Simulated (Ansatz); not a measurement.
## MgVFeP4O14, one structure, two calculations

Cell: a Materials Project structure (computed, not necessarily an observed phase), ions relaxed with PBE at fixed cell.

```cif
data_structure
_symmetry_space_group_name_H-M 'P 1'
_symmetry_Int_Tables_number 1
_cell_length_a 5.0635
_cell_length_b 7.0532
_cell_length_c 8.1595
_cell_angle_alpha 90.199
_cell_angle_beta 90.176
_cell_angle_gamma 106.096
_cell_volume 279.98
loop_
_atom_site_label
_atom_site_type_symbol
_atom_site_fract_x
_atom_site_fract_y
_atom_site_fract_z
_atom_site_occupancy
Mg1 Mg 0.29587 0.06338 0.30276 1
V2 V 0.81244 0.28425 0.50750 1
Fe3 Fe 0.19214 0.71009 0.97235 1
P4 P 0.61517 0.49146 0.80581 1
P5 P 0.75443 0.89484 0.24439 1
P6 P 0.24122 0.10411 0.71772 1
P7 P 0.38671 0.50617 0.30812 1
O8 O 0.98615 0.17542 0.67631 1
O9 O 0.89753 0.06852 0.36164 1
O10 O 0.84003 0.52382 0.93609 1
O11 O 0.72873 0.48946 0.63137 1
O12 O 0.54370 0.34444 0.31583 1
O13 O 0.41605 0.09436 0.56025 1
O14 O 0.42956 0.26592 0.83989 1
O15 O 0.60801 0.71221 0.36271 1
O16 O 0.52874 0.94753 0.14649 1
O17 O 0.43652 0.63212 0.81662 1
O18 O 0.29040 0.52842 0.13561 1
O19 O 0.15583 0.46915 0.43517 1
O20 O 0.16126 0.91563 0.81528 1
O21 O 0.99889 0.85292 0.15817 1
```

Sites (sets of like atoms) are named by element and the number of their first atom in this list.

First run. Method: Kohn–Sham DFT in Ansatz, PBE, plane waves and PAW, scalar-relativistic, collinear spin, 420 eV cutoff, Γ-centred 4×3×3 k-points, Fermi–Dirac smearing 0.02 eV. Start moments as typed (μB): 1 on each V, 4 on each Fe, none on the rest.

| site | atom | V_zz (10²¹ V/m²) | η | m (μB) |
| --- | --- | --- | --- | --- |
| Mg | 1 | 2.87 | 0.22 | 0.00 |
| V | 2 | -7.60 | 0.83 | -1.31 |
| Fe | 3 | 2.68 | 0.47 | 3.67 |
| P4 | 4 | 5.55 | 0.26 | 0.01 |
| P5 | 5 | -4.42 | 0.74 | 0.00 |
| P6 | 6 | 3.80 | 0.86 | 0.00 |
| O8 | 8 | 10.23 | 0.07 | 0.01 |
| O10 | 10 | 9.40 | 0.27 | 0.12 |
| O11 | 11 | 9.27 | 0.30 | 0.01 |
| O12 | 12 | 9.86 | 0.60 | 0.01 |
| O13 | 13 | 10.08 | 0.58 | 0.01 |
| O17 | 17 | 9.64 | 0.05 | 0.10 |
| O18 | 18 | 9.68 | 0.26 | 0.07 |
| O19 | 19 | 10.07 | 0.15 | 0.01 |

Second run. The same atoms and settings, except that the start moments (μB) are 1 on each V, -4 on each Fe, none on the rest.

Q: What does the second run give?

A: 

```json
{"site": "Mg", "atom": "1", "V_zz": "2.87", "η": "0.22", "change of V_zz": "0.00", "m (μB)": "0.00"}
{"site": "V", "atom": "2", "V_zz": "-7.60", "η": "0.83", "change of V_zz": "0.00", "m (μB)": "1.31"}
{"site": "Fe", "atom": "3", "V_zz": "2.68", "η": "0.47", "change of V_zz": "0.00", "m (μB)": "-3.67"}
{"site": "P4", "atom": "4", "V_zz": "5.55", "η": "0.26", "change of V_zz": "0.00", "m (μB)": "-0.01"}
{"site": "P5", "atom": "5", "V_zz": "-4.42", "η": "0.74", "change of V_zz": "0.00", "m (μB)": "0.00"}
{"site": "P6", "atom": "6", "V_zz": "3.80", "η": "0.86", "change of V_zz": "0.00", "m (μB)": "0.00"}
{"site": "O8", "atom": "8", "V_zz": "10.23", "η": "0.07", "change of V_zz": "0.00", "m (μB)": "-0.01"}
{"site": "O10", "atom": "10", "V_zz": "9.40", "η": "0.27", "change of V_zz": "0.00", "m (μB)": "-0.12"}
{"site": "O11", "atom": "11", "V_zz": "9.27", "η": "0.30", "change of V_zz": "0.00", "m (μB)": "-0.01"}
{"site": "O12", "atom": "12", "V_zz": "9.86", "η": "0.60", "change of V_zz": "0.00", "m (μB)": "-0.01"}
{"site": "O13", "atom": "13", "V_zz": "10.08", "η": "0.58", "change of V_zz": "0.00", "m (μB)": "-0.01"}
{"site": "O17", "atom": "17", "V_zz": "9.64", "η": "0.05", "change of V_zz": "0.00", "m (μB)": "-0.10"}
{"site": "O18", "atom": "18", "V_zz": "9.68", "η": "0.26", "change of V_zz": "0.00", "m (μB)": "-0.07"}
{"site": "O19", "atom": "19", "V_zz": "10.07", "η": "0.15", "change of V_zz": "0.00", "m (μB)": "-0.01"}
```

No V_zz moves by more than 0.01. The table leaves out 7 of the 21 sites, with |V_zz| up to 13.41; their tensors move by 0.01 at most along any direction. The statements above cover all sites. Isomer shifts (Fe against α-Fe, from the density at the nucleus and a line fitted to measured compounds for each functional; the lines scatter by about 0.1 mm/s, so smaller changes between functionals mean little): Fe 0.83 → 0.83 mm/s.

The run finds no gap above 0.1 eV (a metal, or nearly one), so the gradients can move by 10 % or more with the k-mesh. Semilocal functionals can leave a metal where correlation in the d or f shell opens a gap in the real compound, and that would change the values at and beside Fe and V. With these PAW files V_zz is typically within 2 to 3 % of all-electron values, but misses above 10 % occur on Fe. The magnetic order is the one that the run reached from its start moments, not necessarily the measured one.
For the first run: The moments were started parallel, and the run ended with some of them reversed. The run lost the sense of its start on V, where the moments end reversed; a state with other moments may lie lower.
